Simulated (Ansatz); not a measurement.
# Is this Ga₅As₂P₃ structure a true minimum?

The structure comes from a generated guess, relaxed at this level; another structure or a mixture of phases may lie lower.

These are results of DFT PBE, scalar-relativistic, plane waves, PAW in Ansatz 0.2.0, not measurements. Settings: cutoff 420 eV, Γ-centred mesh 10×10×10 on the computed 10-atom cell, Gaussian smearing of 0.02 eV; no spin polarisation.

The cell below (10 atoms, space group I-4m2 (No. 119)) is relaxed within its symmetry.

```xyz
10
Lattice="-1.9791 1.9791 14.0141 1.9791 -1.9791 14.0141 1.9791 1.9791 -14.0141" Properties=species:S:1:pos:R:3 pbc="T T T"
Ga    0.0000    0.0000   25.0977
Ga    0.0000    0.0000    8.3647
Ga    0.0000    0.0000   19.6635
Ga    0.0000    0.0000    2.9305
Ga    0.0000    0.0000   14.0141
P     1.9791    0.0000    7.0070
P     0.0000    1.9791    4.2892
P     0.0000    1.9791    9.7249
As    1.9791    0.0000    1.4643
As    1.9791    0.0000   12.5498
```

For the test it was strained at random (σ = 1.5 % a component), the atoms were moved at random (σ = 0.15 Å), and all was relaxed again on a coarse 4×4×4 mesh (in the run’s order of axes) with 0.10 eV smearing, with no symmetry imposed.

Task: What happens?

Result: It returns, within 1 meV/atom of the unmoved cell on that mesh and with the same symmetry when read at 0.1 Å. No instability shows in this cell; modes of other wave vectors, which need another repeat, aren't tested.
